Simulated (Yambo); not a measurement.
Yambo run on AgBr (rock salt, space group Fm-3m, No. 225). The wavefunctions are PBEsol (Quantum ESPRESSO, PseudoDojo norm-conserving, 82 Ry, scalar-relativistic) ones on a 4×4×4 mesh (13 occupied bands); a = b = c = 4.0128 Å, α = β = γ = 60.00°.

Yambo input:

```
rim_cut
gw0
dyson
el_el_corr
HF_and_locXC
ppa
em1d
RandQpts= 1000000
RandGvec= 1 Ry
EXXRLvcs= 82 Ry
VXCRLvcs= 328 Ry
Chimod= "HARTREE"
% BndsRnXp
 5 | 86 |
%
NGsBlkXp= 4 Ry
% LongDrXp
 1.0 | 1.0 | 1.0 |
%
PPAPntXp= 27.2114 eV
% GbndRnge
 1 | 86 |
%
GTermKind= "none"
DysSolver= "n"
ExtendOut
% QPkrange
 1 | 1 | 13 | 14 |
 3 | 3 | 13 | 13 |
%
```

k points by index: 1 = Γ, 3 = L.

Resulting energies as the program prints them:

```
#    K-point    Band    Eo [eV]    E [eV]    E-Eo [eV]    Vxc [eV]    Vnlxc [eV]    Sc|Eo [eV]    Sc|E [eV]    dSc/dw|Eo [eV]    Re(Z)    Im(Z)
#
    1    13    -2.072721    -2.751927    -0.679206    -13.18490    -16.67002    2.639373    2.805915    -6.671264    0.803105    -0.001244
    1    14    0.498524    1.013848    0.515324    -10.98527    -6.775111    -3.587584    -3.694834    -5.662322    0.827754    -0.001083
    3    13    0.000000    -0.614014    -0.614014    -19.77118    -24.06986    3.535668    3.684663    -6.601906    0.804752    -0.001204
```
(The two width columns are left out.) Convergence of these settings isn't established.

Spin-orbit coupling is not included.

Geometry relaxed with PBEsol.
